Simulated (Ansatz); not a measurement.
Space group I4/mmm (No. 139). a = 3.746 Å, b = 3.746 Å, c = 8.676 Å, α = 90.00°, β = 90.00°, γ = 90.00°
```tsv
atom	site	symmetry	x	y	z
Ti	2a	4/mmm	0.0000	0.0000	0.0000
Ga	2b	4/mmm	0.5000	0.5000	0.0000
Ga	4d	-4m2	0.0000	0.5000	0.2500
```

Equation of state of this TiGa3 structure (not necessarily the ground state), with shape and atoms relaxed at each volume where symmetry leaves them free. It has no gap at any of these volumes. The calculation used DFT PBEsol, scalar-relativistic, plane waves, PAW (Ansatz 0.2.0).

Cutoff 420 eV; k points 16×16×16 on the computed 4-atom cell (Γ-centred); Gaussian smearing, width 0.10 eV; no spin polarisation.

```json
{"V (Å³/atom)": "13.390", "E − E(largest V) (meV/atom)": "52.74", "P (GPa)": "19.28"}
{"V (Å³/atom)": "13.846", "E − E(largest V) (meV/atom)": "6.75", "P (GPa)": "13.19"}
{"V (Å³/atom)": "14.303", "E − E(largest V) (meV/atom)": "-23.25", "P (GPa)": "8.04"}
{"V (Å³/atom)": "14.759", "E − E(largest V) (meV/atom)": "-39.75", "P (GPa)": "3.68"}
{"V (Å³/atom)": "15.215", "E − E(largest V) (meV/atom)": "-44.83", "P (GPa)": "0.00"}
{"V (Å³/atom)": "15.672", "E − E(largest V) (meV/atom)": "-40.25", "P (GPa)": "-3.11"}
{"V (Å³/atom)": "16.128", "E − E(largest V) (meV/atom)": "-27.50", "P (GPa)": "-5.74"}
{"V (Å³/atom)": "16.737", "E − E(largest V) (meV/atom)": "0.00", "P (GPa)": "-8.61"}
```

Question: Fit a third-order Birch–Murnaghan equation to E(V).

Answer: V0 = 15.21 Å³/atom, B0 = 113 GPa, B0' = 4.6.

Cost: 8 runs of about 15 core-minutes in all, on Arm Neoverse V2 (shared hosts).